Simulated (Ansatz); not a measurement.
NbSiPt:
```yaml
crystal:
  lattice:
    - [6.46453, 0.00000, 0.00000]
    - [0.00000, 3.81867, 0.00000]
    - [0.00000, 0.00000, 7.38324]
  atoms:
    - { symbol: Nb, position: [0.47324, 0.75000, 0.33622] }
    - { symbol: Nb, position: [0.52676, 0.25000, 0.66378] }
    - { symbol: Nb, position: [0.02676, 0.25000, 0.83622] }
    - { symbol: Nb, position: [0.97324, 0.75000, 0.16378] }
    - { symbol: Si, position: [0.27006, 0.25000, 0.12633] }
    - { symbol: Si, position: [0.72994, 0.75000, 0.87367] }
    - { symbol: Si, position: [0.22994, 0.75000, 0.62633] }
    - { symbol: Si, position: [0.77006, 0.25000, 0.37367] }
    - { symbol: Pt, position: [0.65141, 0.25000, 0.06558] }
    - { symbol: Pt, position: [0.34859, 0.75000, 0.93442] }
    - { symbol: Pt, position: [0.84859, 0.75000, 0.56558] }
    - { symbol: Pt, position: [0.15141, 0.25000, 0.43442] }
```

Relaxed with r²SCAN. Special points in fractions of this cell's reciprocal vectors: Γ (0.000, 0.000, 0.000); X (0.500, 0.000, 0.000); S (0.500, 0.500, 0.000); Y (0.000, 0.500, 0.000); Z (0.000, 0.000, 0.500); U (0.500, 0.000, 0.500); R (0.500, 0.500, 0.500); T (0.000, 0.500, 0.500).

Question: List the band energies nearest the Fermi level at these points for r²SCAN in the plane-wave PAW code Ansatz.

Answer: In eV from the Fermi level; about four levels below and three above (degenerate sets whole), none deeper than 8.9 eV; points with the same levels are listed once.

```
k                    below                above
-  -----------------------  -------------------
Γ  -0.78 -0.70 -0.34 -0.23       0.44 0.57 0.65
X  -0.96 -0.96 -0.52 -0.52  0.25 0.25 1.13 1.13
S  -1.82 -1.82 -1.82 -1.82  0.19 0.19 0.19 0.19
Y  -2.54 -2.54 -1.31 -1.31  0.29 0.29 0.36 0.36
Z  -0.39 -0.39 -0.03 -0.03  1.00 1.00 1.12 1.12
U  -1.09 -1.09 -0.91 -0.91  0.56 0.56 0.87 0.87
R  -0.18 -0.18 -0.18 -0.18  1.33 1.33 1.33 1.33
T  -0.15 -0.15 -0.10 -0.10  1.32 1.32 1.65 1.65
```

Space group Pnma. The first step of the workflow began from a Materials Project structure, measured or hypothetical; the Crystallography Open Database files this formula in space group No. 62, but the cells were not matched. Its standing as an ambient phase is unchecked. Symmetry was held in the r²SCAN relaxation; whether a distortion lowers the energy is not shown. No spin polarisation was allowed. Spin–orbit coupling is left out wherever it is not named.

Potentials: the later of the program's two PAW sets.
